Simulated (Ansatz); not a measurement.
BAs:
```xyz
6
Lattice="3.4588 0.0000 0.0000 -1.7294 2.9954 0.0000 0.0000 0.0000 7.4815" Properties=species:S:1:pos:R:3 pbc="T T T"
B     -0.8647     1.4977     2.4938
B      0.8647     1.4977     4.9877
B      1.7294     0.0000     0.0000
As    -0.8647     1.4977     6.2346
As     0.8647     1.4977     1.2469
As     1.7294     0.0000     3.7407
```

Relaxed with PBE. Special points in fractions of this cell's reciprocal vectors: Γ (0.000, 0.000, 0.000); M (0.500, 0.000, 0.000); K (0.333, 0.333, 0.000); A (0.000, 0.000, 0.500); L (0.500, 0.000, 0.500); H (0.333, 0.333, 0.500).

Problem. List the band energies nearest the valence-band maximum at these points for PBE with spin–orbit coupling (plane waves, PAW; program Ansatz).

Solution. In eV from the valence-band maximum; about four levels below and three above (degenerate sets whole), none deeper than 8.9 eV; points with the same levels are listed once.

```json
[
 {"k": "Γ", "below": "-0.92 -0.92 0.00 0.00", "above": "2.15 2.15 2.15 2.15"},
 {"k": "M", "below": "-2.73 -2.73 -2.42 -2.42", "above": "0.47 0.47 0.66 0.66"},
 {"k": "K", "below": "-2.55 -2.55 -2.50 -2.49", "above": "0.61 0.61 2.32 2.32"},
 {"k": "A", "below": "-1.09 -1.09 -0.68 -0.68", "above": "1.95 1.95 2.50 2.50"},
 {"k": "L", "below": "-3.28 -3.28 -2.89 -2.89", "above": "1.78 1.78 2.18 2.18"},
 {"k": "H", "below": "-3.12 -3.12 -2.64 -2.64", "above": "2.70 2.70 3.52 3.52 3.52"}
]
```

Space group P6_422. The start of the workflow was typed in or built on a structure type; neither database checked (COD, Materials Project) lists it. It is not the phase usual at ambient conditions (space group No. 216). Symmetry was held in the PBE relaxation; whether a distortion lowers the energy is not shown. Its formation energy is positive at this level, so the cell may be metastable or incomplete.

Potentials: the earlier of the program's two PAW sets.
